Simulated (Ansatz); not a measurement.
IrC in space group P-6m2 (No. 187; Ir on 1a, C on 1d) at seven volumes, the program Ansatz at the PBE level (PAW), shape and atoms relaxed at each. One row is withheld.

```tsv
V (Å³/atom)	P (GPa)
9.740	37.75
10.061	22.95
10.382	10.51
10.703	0.01
11.025	-8.78
11.346	?
11.667	-22.25
```

### Question
Fit the shown pressures and predict the withheld one.

### Answer
Third-order Birch–Murnaghan: P = (3/2)B₀(x^(7/2) − x^(5/2))[1 + (3/4)(B′ − 4)(x − 1)] with x = (V₀/V)^(2/3). Least squares on the six rows gives V₀ = 10.704 Å³/atom, B₀ = 318.3 GPa, B′ = 4.84. At V = 11.346, x = 0.9619 and P = -16.11 GPa. The run itself gave -16.09 GPa.

The start of the workflow was typed in or built on a structure type; neither database checked (COD, Materials Project) lists it. Whether it is the stable phase at ambient conditions was not checked. The PBE relaxation kept the symmetry of its start; whether a distortion lowers the energy is not shown. The run is not spin-polarised. Its formation energy is positive at this level, so the cell may be metastable or incomplete. Spin–orbit coupling is left out wherever it is not named.

Potentials: the earlier of the program's two PAW sets.
